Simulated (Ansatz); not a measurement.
## TiC (Fm-3m), a vibration from a frozen displacement

The calculation used DFT r2SCAN, scalar-relativistic, plane waves, PAW (Ansatz). Settings: plane waves to 500 eV, k-mesh 18×18×18 (Γ-centred), Gaussian smearing 0.15 eV. No spin polarisation. Energies are free energies at this smearing, counted from the undisturbed cell; pressure is positive in compression.

Zero of the scan (as given, not relaxed at this level; it stands at 0.0 GPa):

```
Ti C
1.0
     0.00000    2.16400    2.16400
     2.16400    0.00000    2.16400
     2.16400    2.16400    0.00000
Ti C
1 1
Cartesian
  0.0000 0.0000 0.0000
  2.1640 2.1640 2.1640
```

Every C atom is moved by x along the Cartesian unit vector (0.000, 1.000, 0.000); the cell and all other atoms stay fixed. The cell's volume is 20.27 Å³; the moved atoms weigh 12.011 u together and the others 47.867 u. Some rows repeat others by symmetry and weren't run.

```csv
x (Å),ΔE (meV/cell),total force on the moved atoms along the move (eV/Å),pressure (GPa)
-0.1000,44.92,0.8750,1.1508
-0.0875,34.62,0.7737,0.8719
-0.0750,25.59,0.6719,0.6319
-0.0625,17.84,0.5665,0.4292
-0.0500,11.44,0.4567,0.2631
-0.0375,6.44,0.3436,0.1339
-0.0250,2.86,0.2290,0.0418
-0.0125,0.71,0.1143,-0.0131
0.0000,0.00,0.0000,-0.0314
0.0125,0.71,-0.1143,-0.0131
0.0250,2.86,-0.2290,0.0418
0.0375,6.44,-0.3436,0.1339
0.0500,11.44,-0.4567,0.2631
0.0625,17.84,-0.5665,0.4292
0.0750,25.59,-0.6719,0.6319
0.0875,34.62,-0.7737,0.8719
0.1000,44.92,-0.8750,1.1508
```

Problem. What frequency belongs to this motion?

Solution. The force constant is k = −dF/dx = 9.144 eV/Å², from the parabola through x = -0.0125, 0 and 0.0125. In every cell the moved atoms swing against the rest, so the mass is μ = m₁m₂/(m₁ + m₂) = 9.602 u, and ν̃ = 521.5 cm⁻¹ × √(|k|/μ) = 509 cm⁻¹. To first order in x, and within 1 %, the force on every atom lies along the move and, within each of the two groups, in proportion to the atom's mass, so this is itself a mode at the zone centre of this cell.

Problem. How far does the harmonic law reach?

Solution. At x = -0.100 Å, kx²/2 = 45.72 meV against the computed 44.92 meV (-1.7 %): the well is still close to harmonic there.

Problem. The pressure changes with x². What does that say about the frequency under compression?

Solution. With E = k(V)x²/2, k ∝ V^(−2γ) and x scaling with the cell as V^(1/3), P − P0 = −∂E/∂V = (2γ − 2/3) ΔE/V. At x = 0.0250 Å, V(P − P0) = 20.27 × 0.07320 / 160.2 eV = 9.26 meV and ΔE = 2.86 meV, so γ = 1/3 + V(P − P0)/(2ΔE) = 1.95. This is the Grüneisen parameter of the motion under uniform scaling of the cell: shrinking the cell evenly by 1 % in volume raises the frequency by about 1.95 %.

In a metal these slopes depend on the k mesh and the smearing.